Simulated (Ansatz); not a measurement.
# Pressure against volume in SrHg3O4

It was reached by relaxing an invented guess, and it needn't be the stable form of this composition.

Computed with DFT PBE, scalar-relativistic, plane waves, PAW in Ansatz. Settings of the last relaxation (8-atom cell): 420 eV, 8×8×8 k points, Gaussian smearing of 0.10 eV, no spin polarisation.

Space group Pm-3m (No. 221). a = 4.991 Å, b = 4.991 Å, c = 4.991 Å, α = 90.00°, β = 90.00°, γ = 90.00°
```csv
atom,site,symmetry,x,y,z
Sr,1a,m-3m,0.0000,0.0000,0.0000
Hg,3c,4/mm.m,0.0000,0.5000,0.5000
O,3d,4/mm.m,0.5000,0.0000,0.0000
O,1b,m-3m,0.5000,0.5000,0.5000
```

The cell was set to several volumes, with shape and atoms relaxed at each where symmetry leaves them free. Pressure is positive in compression, and energies count from the lowest row. No row has a gap on its mesh.

```
row  V (Å³/atom)  P (GPa)  ΔE (meV/atom)
  1       13.677    17.49           89.3
  2       14.143    11.86           46.9
  3       14.610        ?              ?
  4       15.076     3.23            4.5
  5       15.542    -0.04            0.0
  6       16.008    -2.78            4.3
  7       16.475    -5.06           15.8
  8       17.096    -7.51           40.4
```

Question: Find B = −V·ΔP/ΔV from rows 4 and 6 and from rows 1 and 2, and from the two its slope B′ and its value B0 at zero pressure.

Answer: Rows 4 and 6 give −(15.076 + 16.008)/2 × (-2.78 − (3.23))/(16.008 − 15.076) = 100.2 GPa at a mean pressure of 0.23 GPa. Rows 1 and 2 give −(13.677 + 14.143)/2 × (11.86 − (17.49))/(14.143 − 13.677) = 168.1 GPa at a mean pressure of 14.67 GPa. So B′ = (168.1 − 100.2)/(14.67 − (0.23)) = 4.70 and B0 = 100.2 − 4.70 × (0.23) = 99.1 GPa. A third-order Birch–Murnaghan fit to all the energies gives B0 = 99.9 GPa and B′ = 5.0.

Question: Estimate the pressure and energy of row 3.

Answer: From row 5, V0 = 15.542 × (1 + (-0.04)/99.1) = 15.536 Å³/atom. Murnaghan's form P = (B0/B′)·[(V0/V)^B′ − 1] gives (99.1/4.70) × [(15.536/14.610)^4.70 − 1] = 7.06 GPa; the computed pressure is 7.16 GPa, so the estimate is off by -0.10 GPa. The work of compression from row 4, with the mean of the two pressures, gives ΔE = 4.5 + (7.06 + 3.23)/2 × (15.076 − 14.610)/160.2 × 1000 = 19.5 meV/atom (1 eV/Å³ = 160.2 GPa); the computed value is 19.4 meV/atom.

Spin–orbit coupling, which can matter for Hg, is left out. All volumes keep the k mesh of the relaxed cell. A later test with randomly moved atoms came back to the same energy, though modes that don't fit the test's cell weren't probed.
